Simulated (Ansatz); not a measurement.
GaSb:
```
CELL_PARAMETERS angstrom
      0.00000     3.05599     3.05599
      3.05599     0.00000     3.05599
      3.05599     3.05599     0.00000
ATOMIC_POSITIONS crystal
  Ga 0.00000 0.00000 0.00000
  Sb 0.25000 0.25000 0.25000
```

Relaxed with DFT-PBEsol in the program Ansatz with PAW potentials. Indices refer to the conventional cell of F-43m, a = b = c = 6.112 Å, α = β = γ = 90.00°.

Q: Simulate the powder diffraction pattern (Cu Kα, λ = 1.54184 Å; lines above 1 %) up to 2θ = 90°.

A: Simulated powder pattern, Cu Kα, λ = 1.54184 Å (kinematic, ideal powder, no thermal factors, no anomalous dispersion; the 30 strongest lines at most, above 1 %, up to 2θ = 90°):

| 2θ (°) | d (Å) | I/Imax (%) | hkl |
|---|---|---|---|
| 25.24 | 3.529 | 100 | (111) |
| 29.22 | 3.056 | 5.8 | (200) |
| 41.80 | 2.161 | 73 | (220) |
| 49.46 | 1.843 | 47 | (311) |
| 51.82 | 1.764 | 1.5 | (222) |
| 60.60 | 1.528 | 12 | (400) |
| 66.71 | 1.402 | 19 | (331) |
| 68.68 | 1.367 | 2.0 | (420) |
| 76.33 | 1.248 | 24 | (422) |
| 81.90 | 1.176 | 14 | (511)+(333) |

Symmetry was held in the PBEsol relaxation. Spin–orbit coupling is left out wherever it is not named.

Potentials: the earlier of the program's two PAW sets. The files were generated under PBE; for other functionals the program regenerates the frozen cores, and for LDA and PBEsol the local potential too.
